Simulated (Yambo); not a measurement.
A free-standing NaOH monolayer (symmetry P4/nmm, slab cell 18.1 Å high), G0W0@PBEsol in Yambo with this input:

```
rim_cut
gw0
dyson
el_el_corr
HF_and_locXC
ppa
em1d
rim_w
RandQpts= 1000000
RandGvec= 2 Ry
CUTGeo= "slab z"
EXXRLvcs= 88 Ry
VXCRLvcs= 352 Ry
Chimod= "HARTREE"
% BndsRnXp
 3 | 136 |
%
NGsBlkXp= 7 Ry
% LongDrXp
 1.0 | 1.0 | 0.0 |
%
RandGvecW= 923 mRy
PPAPntXp= 27.2114 eV
% GbndRnge
 1 | 136 |
%
GTermKind= "BG"
DysSolver= "n"
ExtendOut
```

On a 6×6×1 mesh, with wavefunctions cut at 88 Ry, the gap (Γ → Γ) is 6.124 eV and the valence edge shifts by -2.229 eV.

### Question
What happens with this change: no terminator?

### Answer
The gap falls by 0.232 eV, to 5.892 eV; the shift of the valence edge becomes -1.947 eV. Neither run is shown to be the converged limit.

Geometry relaxed with PBEsol; primitive cell a = b = 3.3717 Å, c = 18.1000 Å, α = β = γ = 90.00°.

This is a model layer cut from the bulk structure; whether it is stable on its own was not checked.

A shift is the quasiparticle energy of the state minus its PBEsol energy.
